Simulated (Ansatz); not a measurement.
Os:
```yaml
crystal:
  lattice:
    - [2.75408, 0.00000, 0.00000]
    - [-1.37704, 2.38511, 0.00000]
    - [0.00000, 0.00000, 4.34674]
  atoms:
    - { symbol: Os, position: [0.33333, 0.66667, 0.75000] }
    - { symbol: Os, position: [0.66667, 0.33333, 0.25000] }
```

Relaxed with PBE. Special points in fractions of this cell's reciprocal vectors: Γ (0.000, 0.000, 0.000); M (0.500, 0.000, 0.000); K (0.333, 0.333, 0.000); A (0.000, 0.000, 0.500); L (0.500, 0.000, 0.500); H (0.333, 0.333, 0.500).

Task: List the band energies nearest the Fermi level at these points for PBE in the plane-wave PAW code Ansatz.

Result: In eV from the Fermi level; about four levels below and three above (degenerate sets whole), none deeper than 8.9 eV; … stands for higher levels left out; points with the same levels are listed once.

```tsv
k	below	above
Γ	-2.21 -2.21 -1.58 -1.58 -0.03	1.59 1.59 …
M	-3.51 -2.92 -2.56 -1.88	1.92 2.47 2.61
K	-4.57 -3.40 -3.40 -1.35	1.40 1.40 1.97
A	-3.22 -3.22 -3.22 -3.22	0.82 0.82 0.82 0.82
L	-1.23 -1.23 -0.23 -0.23	2.25 2.25 3.17 3.17
H	-3.41 -3.41 -1.38 -1.38	1.53 1.53 8.09 8.09
```

Space group P6_3/mmc (hcp (Mg type)). Symmetry was held in the PBE relaxation. No spin polarisation was allowed. Scalar-relativistic: spin–orbit coupling is off unless named, which matters more the heavier the elements.

Potentials: the later of the program's two PAW sets.
